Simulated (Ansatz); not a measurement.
Cu2O (cuprite type, space group Pn-3m)

```xyz
6
Lattice="4.2224 0.0000 0.0000 0.0000 4.2224 0.0000 0.0000 0.0000 4.2224" Properties=species:S:1:pos:R:3 pbc="T T T"
Cu     3.1668     3.1668     3.1668
Cu     3.1668     1.0556     1.0556
Cu     1.0556     3.1668     1.0556
Cu     1.0556     1.0556     3.1668
O      0.0000     0.0000     0.0000
O      2.1112     2.1112     2.1112
```

The volume is varied about the relaxed value V₀ at fixed cell shape. Symmetry pins the atoms to their sites.

Method: PBEsol (plane waves to 420 eV, PAW, scalar-relativistic; Ansatz, an electronic-structure program). k mesh 8×8×8 (Γ-centred), Fermi-Dirac smearing 0.05 eV. E stands for the smeared free energy. Stress and pressure are positive under compression. Cu2O is run without spin polarisation. Cu2O was relaxed with its symmetry unable to fall. The zero of ΔE is the relaxed starting cell.

| V (Å³/atom) | ΔE (meV/atom) |
|---|---|
| 11.793 | 20.8 |
| 11.982 | 11.3 |
| 12.170 | 4.9 |
| 12.358 | 1.2 |
| 12.546 | 0.0 |
| 12.734 | 1.2 |
| 12.923 | withheld |
| 13.111 | 9.6 |
| 13.299 | 16.5 |

Task: Fit a third-order Birch-Murnaghan form (E₀, V₀, B₀, B₀′ free) to the given rows and predict ΔE at V = 12.923.

Result: Least squares on the 8 given rows: ΔE = E₀ + (9V₀B₀/16)·y²·[2 + (B₀′ − 4)y], y = (V₀/V)^(2/3) − 1, with V₀ = 12.544 Å³/atom, B₀ = 130.6 GPa (160.2 GPa = 1 eV/Å³; the term in eV is multiplied by 1000), B₀′ = 5.02, E₀ = 0.04 meV/atom; root-mean-square residual 0.02 meV/atom. At 12.923 the fit gives 4.4 meV/atom; the calculation gives 4.4 meV/atom, the same to the digits shown. For the pressure the fit gives -3.61 GPa against the computed -3.61 GPa.

(Under strain, the slope of the energy per volume gives the stress and its curvature an elastic modulus.)
